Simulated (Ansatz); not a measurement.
Given:

AgBr:
```yaml
crystal:
  lattice:
    - [0.00000, 2.83716, 2.83716]
    - [2.83716, 0.00000, 2.83716]
    - [2.83716, 2.83716, 0.00000]
  atoms:
    - { symbol: Ag, position: [0.50000, 0.50000, 0.50000] }
    - { symbol: Br, position: [0.00000, 0.00000, 0.00000] }
```

This is the PBEsol-relaxed structure.

Q: All from PBEsol (plane waves, PAW; program Ansatz), unless another level is named. Give the electron effective mass.

A: 0.18 mₑ (isotropic).

Q: Give the band gap.

A: 0.50 eV (indirect).

Q: And the weight of the valence-edge state by species (Voronoi cells)?

A: Br 53 %, Ag 47 %.

Q: Next, the weight of the conduction-edge state by species (Voronoi cells)?

A: Ag 63 %, Br 37 %.

Space group Fm-3m (rock salt). The cell was relaxed with PBEsol under the symmetry of its start. No spin polarisation was allowed. Spin–orbit coupling is left out wherever it is not named.

Potentials: the later of the program's two PAW sets.
